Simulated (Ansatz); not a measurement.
# Eigenvalues along a path: S (diamond type)

```yaml
crystal:
  lattice:
    - [0.00000, 2.55952, 2.55952]
    - [2.55952, 0.00000, 2.55952]
    - [2.55952, 2.55952, 0.00000]
  atoms:
    - { symbol: S, position: [0.87500, 0.87500, 0.87500] }
    - { symbol: S, position: [0.12500, 0.12500, 0.12500] }
```

The cell comes from a relaxation on PAW files under the same functional, begun from a prototype that needn't be the stable phase.

Level of theory: DFT with LDA, scalar-relativistic, in Ansatz 0.2.0; a Γ-centred 13×13×13 k mesh, Fermi–Dirac smearing of 0.05 eV, no spin polarisation. PAW: frozen-core files, cutoff 420 eV.

This run: volume at 0.75 of the series' base cell.

The PAW files were made under PBE. The structure type is held throughout; the real material can change phase at far lower pressure.

Path points, in fractions of the reciprocal vectors: Γ (0.000, 0.000, 0.000), X (0.500, 0.000, 0.500), U (0.625, 0.250, 0.625), K (0.375, 0.375, 0.750), L (0.500, 0.500, 0.500), W (0.500, 0.250, 0.750). The distance column jumps between branches of the path. Levels in eV from the Fermi level; bands 1 to 8, counted from the lowest band of the run. The gap is zero, the pressure 23.3 GPa.

```
# k(1/Å) point b1 b2 b3 b4 b5 b6 b7 b8
0.000 Γ -18.90 -6.93 -5.31 -5.31 -5.31 -1.56 -1.56 -1.56
0.153 - -18.83 -7.58 -5.48 -5.48 -4.67 -1.67 -1.32 -1.32
0.307 - -18.64 -8.68 -5.89 -5.89 -3.66 -1.96 -0.68 -0.68
0.460 - -18.32 -9.83 -6.37 -6.37 -2.76 -2.30 0.16 0.16
0.614 - -17.88 -10.96 -6.83 -6.83 -2.62 -2.18 1.12 1.12
0.767 - -17.32 -12.06 -7.21 -7.21 -2.85 -2.03 2.10 2.10
0.921 - -16.66 -13.11 -7.49 -7.49 -2.96 -2.22 3.04 3.04
1.074 - -15.89 -14.11 -7.67 -7.67 -2.94 -2.52 3.78 3.78
1.227 X -15.04 -15.04 -7.73 -7.73 -2.78 -2.78 4.09 4.09
1.282 - -15.05 -15.03 -7.76 -7.72 -2.78 -2.72 4.05 4.06
1.336 - -15.07 -15.00 -7.84 -7.70 -2.77 -2.54 3.95 3.98
1.390 - -15.11 -14.95 -7.97 -7.67 -2.75 -2.26 3.79 3.85
1.444 - -15.17 -14.88 -8.12 -7.63 -2.72 -1.90 3.59 3.68
1.499 - -15.24 -14.80 -8.27 -7.58 -2.69 -1.48 3.37 3.48
1.553 - -15.34 -14.69 -8.41 -7.52 -2.66 -1.01 3.14 3.25
1.607 - -15.45 -14.57 -8.54 -7.44 -2.62 -0.52 2.90 3.00
1.661 U -15.58 -14.42 -8.63 -7.36 -2.59 -0.02 2.67 2.73
2.413 K -15.58 -14.42 -8.63 -7.36 -2.59 -0.02 2.67 2.73
2.576 - -16.06 -13.87 -8.73 -7.06 -2.51 1.13 1.89 2.06
2.738 - -16.64 -13.16 -8.53 -6.71 -2.55 1.05 1.07 1.64
2.901 - -17.24 -12.29 -8.08 -6.34 -2.75 0.30 0.42 1.37
3.064 - -17.80 -11.28 -7.45 -5.99 -3.09 -0.35 -0.25 1.05
3.227 - -18.26 -10.13 -6.73 -5.69 -3.52 -0.88 -0.81 0.41
3.389 - -18.61 -8.89 -6.04 -5.48 -4.05 -1.26 -1.23 -0.50
3.552 - -18.82 -7.67 -5.51 -5.35 -4.76 -1.49 -1.48 -1.27
3.715 Γ -18.90 -6.93 -5.31 -5.31 -5.31 -1.56 -1.56 -1.56
3.848 - -18.85 -7.47 -5.37 -5.37 -4.94 -1.47 -1.47 -1.45
3.981 - -18.70 -8.46 -5.54 -5.54 -4.49 -1.21 -1.21 -1.04
4.113 - -18.47 -9.53 -5.75 -5.75 -4.32 -0.88 -0.88 -0.28
4.246 - -18.16 -10.58 -5.96 -5.96 -4.37 -0.56 -0.56 0.72
4.379 - -17.78 -11.55 -6.15 -6.15 -4.49 -0.31 -0.31 1.82
4.512 - -17.39 -12.37 -6.29 -6.29 -4.61 -0.16 -0.16 2.91
4.645 - -17.06 -12.97 -6.38 -6.38 -4.70 -0.08 -0.08 3.78
4.778 L -16.92 -13.20 -6.41 -6.41 -4.73 -0.06 -0.06 4.14
4.886 - -16.89 -13.21 -6.72 -6.45 -4.38 -0.08 0.04 4.03
4.995 - -16.79 -13.27 -7.29 -6.58 -3.72 -0.13 0.34 3.70
5.103 - -16.62 -13.39 -7.83 -6.78 -3.04 -0.16 0.82 3.23
5.212 - -16.39 -13.57 -8.24 -7.05 -2.41 -0.15 1.41 2.69
5.320 - -16.11 -13.84 -8.47 -7.36 -1.84 -0.09 1.87 2.13
5.429 - -15.77 -14.19 -8.54 -7.69 -1.32 -0.01 1.65 1.95
5.537 - -15.39 -14.58 -8.47 -8.01 -0.81 -0.07 1.39 1.72
5.646 W -14.99 -14.99 -8.28 -8.28 -0.36 -0.36 1.46 1.46
5.722 - -14.99 -14.99 -8.26 -8.26 -0.55 -0.55 1.65 1.65
5.799 - -15.00 -15.00 -8.21 -8.21 -0.95 -0.95 2.09 2.09
5.876 - -15.01 -15.01 -8.12 -8.12 -1.41 -1.41 2.60 2.60
5.953 - -15.01 -15.01 -8.02 -8.02 -1.85 -1.85 3.09 3.09
6.029 - -15.02 -15.02 -7.92 -7.92 -2.23 -2.23 3.51 3.51
6.106 - -15.03 -15.03 -7.82 -7.82 -2.53 -2.53 3.83 3.83
6.183 - -15.04 -15.04 -7.75 -7.75 -2.72 -2.72 4.02 4.02
6.259 X -15.04 -15.04 -7.73 -7.73 -2.78 -2.78 4.09 4.09
```
